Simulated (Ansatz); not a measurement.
Relaxed ZnSe (zinc blende):

```
ZnSe
1.0
    0.00000     2.83273     2.83273
    2.83273     0.00000     2.83273
    2.83273     2.83273     0.00000
Se Zn
1 1
Direct
  0.75000   0.75000   0.75000
  0.00000   0.00000   0.00000
```

In each cell atom 1 (Se, nearest neighbour Zn at 2.453 Å; its periodic images, 4.0 Å or more away, move with it) moves by s·(0.577, 0.577, 0.577) (towards the nearest neighbour), the rest being held.

All values below come from r2SCAN (plane waves to 500 eV, PAW, scalar-relativistic; Ansatz, a first-principles code). k mesh 8×8×8 (Γ-centred), Fermi-Dirac smearing 0.05 eV. Energies are smeared free energies. Left out: 1 of 11 points, with atoms too close for the PAW data. ZnSe was relaxed with its symmetry unable to fall. ΔE is measured from the undisplaced structure.

The scan covers s from -0.740 to 0.592 Å in 10 points.

Q: Is this a single well or a double well?

A: A single well with its minimum at or next to zero displacement.

Q: Is the energy the same for displacements of ±0.592 Å, and if not, which side lies higher?

A: Not even: the positive side lies higher at ±0.592 Å. With its periodic images moving along, the atom's site symmetry in this cell is -43m.

Q: What is the energy change at s = 0.592 Å?

A: 2416 meV/cell.

Q: What force acts on the atom along the line at s = -0.740 Å?

A: 0.468 eV/Å.

Q: What is the force constant k = d²E/ds² of this move at s = 0?

A: 5.47 eV/Å².

(A displaced cell: forces are minus the slopes of the energy, force constants its curvatures, and phonons follow from these.)
